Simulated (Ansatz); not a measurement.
# Band table of Be (diamond type)

```
Be
1.0
     0.00000    2.43681    2.43681
     2.43681    0.00000    2.43681
     2.43681    2.43681    0.00000
Be
2
Direct
  0.87500 0.87500 0.87500
  0.12500 0.12500 0.12500
```

The cell comes from a relaxation on PAW files under the same functional, begun from a prototype that needn't be the stable phase.

Level of theory: DFT with PBEsol, scalar-relativistic, in Ansatz 0.2.0; a Γ-centred 15×15×15 k mesh, Fermi–Dirac smearing of 0.05 eV, no spin polarisation. LAPW: all electrons, basis error target 1 meV/atom.

Path points, in fractions of the reciprocal vectors: Γ (0.000, 0.000, 0.000), X (0.500, 0.000, 0.500), U (0.625, 0.250, 0.625), K (0.375, 0.375, 0.750), L (0.500, 0.500, 0.500), W (0.500, 0.250, 0.750). The distance column jumps between branches of the path. Levels in eV from the Fermi level; bands 3 to 6, counted from the lowest band of the run. The gap is zero, the pressure 0.01 GPa.

```
# k(1/Å) point b3 b4 b5 b6
0.000 Γ -7.37 4.82 4.82 4.82
0.184 - -7.27 4.27 4.27 4.61
0.368 - -6.96 3.33 3.33 4.01
0.553 - -6.45 2.43 2.43 3.08
0.737 - -5.73 1.70 1.70 1.86
0.921 - -4.81 0.44 1.16 1.16
1.105 - -3.70 -1.02 0.83 0.83
1.289 X -2.43 -2.43 0.72 0.72
1.354 - -2.42 -2.42 0.64 0.74
1.419 - -2.39 -2.38 0.39 0.77
1.485 - -2.33 -2.33 0.04 0.83
1.550 - -2.26 -2.25 -0.37 0.92
1.615 - -2.17 -2.14 -0.82 1.03
1.680 - -2.10 -2.02 -1.24 1.16
1.745 U -2.14 -1.87 -1.53 1.32
2.535 K -2.14 -1.87 -1.53 1.32
2.730 - -3.29 -1.29 -1.16 1.90
2.925 - -4.51 -0.52 -0.38 2.61
3.121 - -5.53 0.44 0.60 3.36
3.316 - -6.33 1.57 1.75 4.04
3.511 - -6.91 2.82 2.99 4.51
3.707 - -7.26 4.09 4.18 4.75
3.902 Γ -7.37 4.82 4.82 4.82
4.061 - -7.30 4.16 4.64 4.64
4.221 - -7.06 2.88 4.25 4.25
4.380 - -6.68 1.46 3.85 3.85
4.540 - -6.14 0.06 3.51 3.51
4.699 - -5.45 -1.28 3.26 3.26
4.859 - -4.61 -2.52 3.11 3.11
5.018 L -3.68 -3.58 3.06 3.06
5.149 - -3.64 -3.53 2.82 2.93
5.279 - -3.51 -3.37 2.21 2.57
5.409 - -3.29 -3.10 1.45 1.99
5.539 - -2.98 -2.73 0.65 1.28
5.670 - -2.59 -2.26 -0.12 0.51
5.800 - -2.12 -1.74 -0.79 -0.24
5.930 W -1.62 -1.62 -0.90 -0.90
6.022 - -1.72 -1.72 -0.77 -0.77
6.114 - -1.90 -1.90 -0.49 -0.49
6.206 - -2.08 -2.08 -0.17 -0.17
6.298 - -2.23 -2.23 0.16 0.16
6.390 - -2.34 -2.34 0.44 0.44
6.483 - -2.41 -2.41 0.65 0.65
6.575 X -2.43 -2.43 0.72 0.72
```
